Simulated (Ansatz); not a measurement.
Relaxed-ion elastic tensor of NaCl (rock salt, Fm-3m) in GPa (Voigt order), DFT-PBE in the program Ansatz with PAW potentials; density 2.10 g/cm³, 23.09 Å³ per atom.

```
47.3  11.9  11.9   0.0   0.0   0.0
11.9  47.3  11.9   0.0   0.0   0.0
11.9  11.9  47.3   0.0   0.0   0.0
 0.0   0.0   0.0  12.4   0.0   0.0
 0.0   0.0   0.0   0.0  12.4   0.0
 0.0   0.0   0.0   0.0   0.0  12.4
```

Is the crystal mechanically stable?

Yes: the smallest eigenvalue of C is 12.4 GPa.

Work out the Voigt, Reuss and Hill averages.

K_V = 23.7, K_R = 23.7, K_H = 23.7; G_V = 14.5, G_R = 14.1, G_H = 14.3 GPa.

Give Young's modulus, Poisson's ratio, Pugh's ratio and the universal anisotropy index.

E = 9KG/(3K + G) = 35.7 GPa; ν = 0.25; K/G = 1.66 (near the Pugh limit of 1.75, no verdict); A_U = 5G_V/G_R + K_V/K_R − 6 = 0.16.

Estimate the sound speeds and the Debye temperature.

v_l = √((K + 4G/3)/ρ) = 4510 m/s, v_t = √(G/ρ) = 2610 m/s, mean 2890 m/s; Θ = (h/k)(3n/4πV)^(1/3) v_m = 302 K.

Give the Zener ratio and Young's modulus along [100], [110] and [111].

A = 2C44/(C11 − C12) = 0.70; 1/E = S11 − 2(S11 − S12 − S44/2)Γ with Γ = 0, 1/4, 1/3 gives 42.5, 33.7, 31.6 GPa.

The cell was relaxed with PBE under the symmetry of its start; phonons on a q-mesh show no instability.

Potentials: the later of the program's two PAW sets.
